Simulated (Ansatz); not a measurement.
SiSnGeC in space group R3m (No. 160; C on 3a, Si on 3a, Ge on 3a, Sn on 3a) at seven volumes, plane-wave PAW r²SCAN (Ansatz code), shape and atoms relaxed at each. One row is withheld.

```
V (Å³/atom)  P (GPa)
-----------  -------
16.843         11.65
17.399          7.11
17.954          3.26
18.509          0.00
19.065         -2.74
19.620             ?
20.175         -6.96
```

Fit the shown pressures and predict the withheld one.

P = (3/2)B₀(x^(7/2) − x^(5/2))[1 + (3/4)(B′ − 4)(x − 1)] with x = (V₀/V)^(2/3). Least squares on the six rows gives V₀ = 18.511 Å³/atom, B₀ = 99.0 GPa, B′ = 4.68. At V = 19.620, x = 0.9620 and P = -5.03 GPa. The run itself gave -5.04 GPa.

The start of the workflow was typed in or built on a structure type; neither database checked (COD, Materials Project) lists it. Whether it is the stable phase at ambient conditions was not checked. The r²SCAN relaxation kept the symmetry of its start; whether a distortion lowers the energy is not shown. The volume moved by 22 % from the start of the relaxation. Its formation energy is positive at this level, so the cell may be metastable or incomplete. Spin–orbit coupling is left out wherever it is not named.

Potentials: the earlier of the program's two PAW sets.
